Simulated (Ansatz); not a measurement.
Te2Mo in space group P6_3/mmc (No. 194; Te on 4f, Mo on 2c) under volume change, plane-wave PAW LDA (Ansatz code), shape and atoms relaxed at each volume.

```json
[
 {"V (Å³/atom)": "21.826", "E − E(relaxed) (meV/atom)": "34.5", "P (GPa)": "5.98"},
 {"V (Å³/atom)": "22.546", "E − E(relaxed) (meV/atom)": "?", "P (GPa)": "?"},
 {"V (Å³/atom)": "23.265", "E − E(relaxed) (meV/atom)": "3.0", "P (GPa)": "1.44"},
 {"V (Å³/atom)": "23.985", "E − E(relaxed) (meV/atom)": "0.0", "P (GPa)": "0.00"},
 {"V (Å³/atom)": "24.704", "E − E(relaxed) (meV/atom)": "2.3", "P (GPa)": "-0.94"},
 {"V (Å³/atom)": "25.424", "E − E(relaxed) (meV/atom)": "?", "P (GPa)": "?"},
 {"V (Å³/atom)": "26.143", "E − E(relaxed) (meV/atom)": "14.8", "P (GPa)": "-1.64"}
]
```

Problem. What belongs in the gaps?

Solution. 
- 25.424, E − E(relaxed) (meV/atom): 7.8
- 25.424, P (GPa): -1.44
- 22.546, E − E(relaxed) (meV/atom): 13.7
- 22.546, P (GPa): 3.39

Problem. What does a third-order Birch–Murnaghan fit give for V₀, B₀ and B′?

Solution. V₀ = 24.00 Å³/atom, B₀ = 36.7 GPa, B′ = 12.7.

The cell was relaxed with LDA under the symmetry of its start. The run is not spin-polarised. A crystal of weakly bound layers computed without a dispersion correction: the cell and the soft elastic constants depend strongly on that. Spin–orbit coupling is left out wherever it is not named.

Potentials: the earlier of the program's two PAW sets. The files were generated under PBE; for other functionals the program regenerates the frozen cores, and for LDA and PBEsol the local potential too.
